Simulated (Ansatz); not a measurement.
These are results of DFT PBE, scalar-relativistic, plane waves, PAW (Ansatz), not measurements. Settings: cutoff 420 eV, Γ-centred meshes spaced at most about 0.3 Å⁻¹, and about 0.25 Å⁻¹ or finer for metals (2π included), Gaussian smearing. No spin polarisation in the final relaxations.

All energies are static (0 K, no zero-point motion).

Two relaxed structures of ZrPdSe₄:

A.

Space group F-43m (No. 216). a = 7.869 Å, b = 7.869 Å, c = 7.869 Å, α = 90.00°, β = 90.00°, γ = 90.00°
| atom | site | symmetry | x | y | z |
| --- | --- | --- | --- | --- | --- |
| Zr | 4c | -43m | 0.2500 | 0.2500 | 0.2500 |
| Pd | 4a | -43m | 0.0000 | 0.0000 | 0.0000 |
| Se | 16e | .3m | 0.1251 | 0.3749 | 0.8749 |

B.

Space group P6/mmm (No. 191). a = 4.928 Å, b = 4.928 Å, c = 5.745 Å, α = 90.00°, β = 90.00°, γ = 120.00°
```json
{"atom": "Zr", "site": "1a", "symmetry": "6/mmm", "x": "0.0000", "y": "0.0000", "z": "0.0000"}
{"atom": "Pd", "site": "1b", "symmetry": "6/mmm", "x": "0.0000", "y": "0.0000", "z": "0.5000"}
{"atom": "Se", "site": "4h", "symmetry": "3m.", "x": "0.3333", "y": "0.6667", "z": "0.7748"}
```

Question: Which form is favoured at zero pressure, and by what margin per atom?

Answer: B is lower, by 0.39 eV/atom. A has space group F-43m (No. 216), 20.3 Å³/atom and no gap on its mesh; B has space group P6/mmm (No. 191), 20.1 Å³/atom and no gap. Counting Se atoms around Pd and Zr (those within 1.25 times the shortest such distance or 1.15 times the sum of covalent radii; the shortest distance is added where it is long for a bond), A and B both have Zr 12, Pd 12 from 3.3 Å. B holds Se–Se pairs (shortest 2.59 Å); in A the shortest Se–Se distance is 2.78 Å, near bonding range too. Both come from invented guesses. A third cell relaxed alike, in I422, lies 0.51 eV/atom below the lower of the two.

Cells relaxed within their symmetry can be saddle points.
